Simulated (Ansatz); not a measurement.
YSi2Ru2 in space group I4/mmm (No. 139; Y on 2a, Si on 4e, Ru on 4d), plane-wave PAW PBE (Ansatz code), all energies at zero smearing, with the estimated change up to a 700 eV cutoff added, with one set of potentials and settings (totals compare only within such a set). Cell of 5 atoms (1 Y, 2 Si, 2 Ru): -16882.287 eV.

| element | reference phase | E (eV/atom) |
|---|---|---|
| Y | P6_3/mmc, 2 atoms in the cell | -3848.6897 |
| Si | Fd-3m, 2 atoms in the cell | -635.8114 |
| Ru | P6_3/mmc, 2 atoms in the cell | -5878.7331 |

Formation energy per atom, worked out: (-16882.287 − 1×(-3848.6897) − 2×(-635.8114) − 2×(-5878.7331))/5 = -0.902 eV/atom (-87 kJ per mol of atoms), at 0 K, without zero-point energy or fitted corrections.

The first step of the workflow began from a Materials Project structure, measured or hypothetical; the Crystallography Open Database files this formula in space group No. 139, but the cells were not matched. Its standing as an ambient phase is unchecked. The cell was relaxed with PBE under the symmetry of its start; its stability against distortions is not shown here. No spin polarisation was allowed. The references are the lowest solids computed at this level, not always the standard phases.

Potentials: the earlier of the program's two PAW sets.
